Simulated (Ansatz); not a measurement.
## Cr (simple cubic): energy against volume

Theory: Ansatz, DFT, m-r2SCAN, plane waves (500 eV) with PAW, scalar-relativistic. (PAW data from PBE, frozen cores regenerated.)

The cell is scaled uniformly from the relaxed one, with fractional coordinates and shape fixed. Energies are extrapolated to zero smearing, pressures are those at the given smearing. Magnetic state: non-magnetic.

A Birch-Murnaghan fit gives V₀ = 12.48 Å³/atom, B₀ = 201 GPa, B₀′ = 3.9.

(1) What are the energy above the minimum and the pressure at 10.981 Å³/atom?

(2) What are the energy above the minimum and the pressure at 11.979 Å³/atom?

(3) What are the energy above the minimum and the pressure at 13.477 Å³/atom?

## Answers

(1) 139.3 meV/atom and 33.23 GPa as computed.

(2) 13.6 meV/atom and 9.00 GPa as computed.

(3) 44.0 meV/atom and -13.23 GPa as computed.

m-r²SCAN is r²SCAN on the gauge-invariant kinetic-energy density; without spin polarisation the two are equal.
